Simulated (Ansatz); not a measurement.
**Computed properties of Y3Si5**

Y3Si5:
```
CELL_PARAMETERS angstrom
      6.49849     0.00000     0.00000
     -3.24925     5.62786     0.00000
      0.00000     0.00000     4.15436
ATOMIC_POSITIONS crystal
  Y  0.00000 0.64554 0.00000
  Y  0.64554 0.00000 0.00000
  Y  0.35446 0.35446 0.00000
  Si 0.66667 0.33333 0.50000
  Si 0.33333 0.66667 0.50000
  Si 0.00000 0.26256 0.50000
  Si 0.26256 0.00000 0.50000
  Si 0.73744 0.73744 0.50000
```

Space group P-62m (No. 189); conventional cell a = 6.4985 Å, b = 6.4985 Å, c = 4.1544 Å, α = 90.00°, β = 90.00°, γ = 120.00°.

Method: PBEsol (plane waves, PAW; program Ansatz). Structure relaxed to zero pressure with the same functional. Other levels are named where they apply.

**Cell and energy**

```
Property                                                       Value
-----------------------------------------------------  -------------
Volume per atom                                             18.99 Å³
Density                                                   4.45 g/cm³
Formation energy from the elements (no fitted shifts)  -0.77 eV/atom
```

**Electronic structure**

```
Property                                                                     Value
------------------------------------  --------------------------------------------
Electronic character                                             metallic (no gap)
Density of states at the Fermi level  0.35 states/eV per atom (mean over ±0.08 eV)
Gap with spin–orbit coupling                                       none (metallic)
```

**Mechanics**

```
Property                               Value
----------------------------------  --------
Bulk modulus (Birch–Murnaghan fit)  86.7 GPa
Pressure derivative B′                   5.3
```

**Phonons**

```
Item                                            Value
-----------------------------  ----------------------
Highest zone-centre frequency                395 cm⁻¹
Zone-centre stability          no imaginary mode at Γ
```

The start of the workflow was typed in or built on a structure type; neither database checked (COD, Materials Project) lists it. Whether it is the stable phase at ambient conditions was not checked. Symmetry was held in the PBEsol relaxation. The run is not spin-polarised. As this level gives no gap, phonon frequencies hold no LO–TO term and depend on the k-mesh and smearing (Fermi–Dirac, 0.1 eV here). The references are the lowest solids computed at this level, not always the standard phases. Spin–orbit coupling is left out wherever it is not named.

Potentials: the later of the program's two PAW sets.
